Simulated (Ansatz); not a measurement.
## Equation of state of SrB2Rh2

A database entry relaxed whole under r2SCAN (Fddd):

```
Sr B Rh
1.0
     0.00000    4.69464    5.30655
     3.02753    0.00000    5.30655
     3.02753    4.69464    0.00000
Sr B Rh
2 4 4
Direct
  0.75000 0.75000 0.75000
  0.50000 0.50000 0.50000
  0.07780 0.42220 0.07780
  0.42220 0.07780 0.42220
  0.17220 0.82780 0.17220
  0.82780 0.17220 0.82780
  0.11915 0.11915 0.38085
  0.38085 0.38085 0.11915
  0.13085 0.13085 0.86915
  0.86915 0.86915 0.13085
```

The cell was scaled uniformly, its shape held, and the atoms relaxed at each volume with plane-wave PAW DFT (Ansatz 0.2.0; r2SCAN, 500 eV, 6×6×6 Γ-centred mesh, fermi-dirac occupations of width 0.100 eV; no spin, no spin-orbit coupling). One row is withheld.

```tsv
volume (Å³/atom)	energy over the lowest (meV/atom)	pressure (GPa)
14.180	28.6	10.79
14.481	12.2	6.80
14.783	2.9	3.22
15.085	0.0	0.00
15.386	?	?
15.688	10.8	-5.43
15.990	23.3	-7.72
```

Problem. Fit the pressures of the other rows to the third-order Birch-Murnaghan form.

Solution. With f = [(V₀/V)^(2/3) − 1]/2 and P = 3B₀f(1 + 2f)^(5/2)[1 + 3(B₀′ − 4)f/2], least squares gives V₀ = 15.09 Å³ an atom, B₀ = 151 GPa and B₀′ = 4.5; the rows miss the fit by 0.01 GPa. The slope of the energies differs from these pressures by 0.06 GPa, since they are taken to zero smearing while pressures follow the free energy.

Problem. What does the withheld row hold?

Solution. The fit gives -2.86 GPa at 15.386 Å³; the run gave -2.86 GPa and 2.8 meV an atom.

Caveats: the shape of the cell was held, so B₀ is an upper bound where the axes differ in stiffness; 0 K, fixed nuclei; the symmetry was kept, and this need not be the phase that is stable at 0 K; one mesh for all volumes; every run is gapless at this level; pressure is positive in compression.
